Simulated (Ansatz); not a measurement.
Starting cell, ZnAu (CsCl type):

```
ZnAu
1.0
    3.18677     0.00000     0.00000
    0.00000     3.18677     0.00000
    0.00000     0.00000     3.18677
Zn Au
1 1
Direct
  0.50000   0.50000   0.50000
  0.00000   0.00000   0.00000
```

A phonon eigenvector at Γ is frozen into this cell: atom i moves by Q times the vector below, so Q is the largest atomic displacement, in Å. The cell is held. It is one choice among 3 degenerate patterns.

```
atom      x      y       z
----  -----  -----  ------
Zn1   0.000  0.000  -1.000
Au2   0.000  0.000   0.332
```

Computed with PBE (plane waves to 420 eV, PAW, scalar-relativistic; Ansatz, an electronic-structure program). k mesh 15×15×15 (Γ-centred), Fermi-Dirac smearing 0.05 eV. With partly filled bands, energies and forces of such displacements shift with the k mesh and the smearing. Spin-orbit coupling is left out, though Au is heavy. ZnAu was relaxed with its symmetry unable to fall.

At one point of the scan the forces (eV/Å) are:

```tsv
atom	Fx	Fy	Fz
Zn1	0.000	0.000	0.592
Au2	0.000	0.000	-0.592
```

Question: Which point is it?
(A) Q = 0.180 Å
(B) Q = 0.060 Å
(C) Q = 0.030 Å
(D) Q = 0.150 Å

Answer: D, Q = 0.150 Å

(A displaced cell: forces are minus the slopes of the energy, force constants its curvatures, and phonons follow from these.)
